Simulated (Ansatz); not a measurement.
## Calculated ¹¹⁵In nuclear quadrupole resonance for Na3Ca3InP4

Cell: a refined structure from the COD, ions relaxed with PBE at fixed cell.

Space group P6_3mc (No. 186); a = 9.3580, c = 7.1477 Å, γ = 120.00°.

```
site  Wyckoff  site symmetry       x       y       z
  Na       6c            .m.  0.1368  0.8632  0.0746
  Ca       6c            .m.  0.5286  0.4714  0.2363
  In       2b            3m.  0.3333  0.6667  0.3558
 P15       6c            .m.  0.1857  0.8143  0.4759
 P21       2b            3m.  0.3333  0.6667  0.9926
```

One atom of each set is listed.

Computed with Ansatz: DFT, PBE, plane waves and PAW, scalar-relativistic, 420 eV cutoff, Γ-centred 4×4×4 k-points, Fermi–Dirac smearing 0.02 eV.

¹¹⁵In: I = 9/2, Q = 772.0 mb (year-2017 value). Static lattice, zero field.

(1) At which frequencies do the ¹¹⁵In NQR lines lie?

(2) And for 113In (I = 9/2, Q = 761.0 mb) on In?

Answers

(1) For I = 9/2 and η = 0 the lines are |C_Q|/24 times 1, 2, 3 and 4; η shifts the lowest up most.

| site | atoms | V_zz (10²¹ V/m²) | C_Q (MHz) | η | line frequencies (MHz) |
| --- | --- | --- | --- | --- | --- |
| In | 2 | 3.90 | 72.7 | 0.00 | 3.03, 6.06, 9.09, 12.1 |

(2) C_Q scales with Q to 71.7 MHz, with lines at 2.99, 5.97, 8.96, 11.9 MHz.

An axis of threefold or higher order runs through In, so V_zz lies along it and η is zero.

Without spin–orbit coupling (the program notes it for In) the gradients can shift somewhat, as the gap is small.
